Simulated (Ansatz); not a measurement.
Co (hcp)

The computed numbers are results of r²SCAN, scalar-relativistic (collinear spin) in the plane-wave PAW code Ansatz at 500 eV, 20×20×10 k-mesh, Gaussian smearing of 0.05 eV; PAW files: Ansatz's generated set soft_2.

```
Co
1.0
     2.47268    0.00000    0.00000
    -1.23634    2.14141    0.00000
     0.00000    0.00000    4.01445
Co
2
Direct
  0.33333 0.66667 0.75000
  0.66667 0.33333 0.25000
```

The geometry is fixed. Moments are started on Co in several ways. Signs follow the order of those atoms. q is the propagation vector of an order in a doubled cell, in units of this cell's reciprocal vectors; doubled cells take an equivalent mesh or are counted from a ferromagnetic run in the same cell, unless said otherwise. Energies count from the first row, the state in which the cell was relaxed.

The starts:
- ferromagnetic
- no spin polarisation
- antiferromagnetic in the cell, signs +-
- antiparallel, q = (0, 0, 1/2), signs ++--
- antiparallel, q = (0, 1/2, 0), signs ++--
- small parallel moments

(1) Which start ends lowest, and how far above it lies the solution without spin polarisation?

Answer:

(1) Lowest, alike within 0.5 meV/atom: ferromagnetic; small parallel moments (which grew into the full parallel moments). Without spin polarisation the energy is 543 meV/atom higher.

| start | largest typed moment (μB) | ΔE (meV/atom) | gap on the mesh (eV) | P (GPa) | final spin moments (μB) |
| --- | --- | --- | --- | --- | --- |
| ferromagnetic | 2.07 | 0.0 | metal | 0.0 | Co 1.89 |
| no spin polarisation | 0.00 | 543.5 | metal | -16.3 | none |
| antiferromagnetic in the cell, signs +- | 1.50 | 314.1 | metal | 5.8 | Co 1.73, -1.73 |
| antiparallel, q = (0, 0, 1/2), signs ++-- | 1.50 | 174.3 | metal | 1.3 | Co 1.83, -1.83 |
| antiparallel, q = (0, 1/2, 0), signs ++-- | 1.50 | 323.2 | metal | 0.5 | Co 1.70, -1.70 |
| small parallel moments | 0.50 | 0.0 | metal | 0.0 | Co 1.89 |

The program noted a lower state or an instability beside: antiferromagnetic in the cell, signs +-; antiparallel, q = (0, 0, 1/2), signs ++--; antiparallel, q = (0, 1/2, 0), signs ++--. The lower rows of the table may be what it saw.

The atoms aren't at rest in: antiparallel, q = (0, 0, 1/2), signs ++-- (forces up to 1.19 eV/Å); antiparallel, q = (0, 1/2, 0), signs ++-- (forces up to 0.34 eV/Å), so relaxing would lower these rows.

The cell was relaxed in the state of the first row, and its shape doesn't suit: antiferromagnetic in the cell, signs +- (uneven stress of 19.0 GPa); antiparallel, q = (0, 0, 1/2), signs ++-- (uneven stress of 2.2 GPa); antiparallel, q = (0, 1/2, 0), signs ++-- (uneven stress of 11.1 GPa).

r²SCAN tends to overstate moments and magnetic energies in metals.

Without spin polarisation the pressure is 16.3 GPa lower than in the lowest state, so the magnetic solution wants the larger cell.

Only orders that fit these small cells were tried.

Site moments are of spin, integrated over atomic spheres.

The open shells may stand above their lowest state.
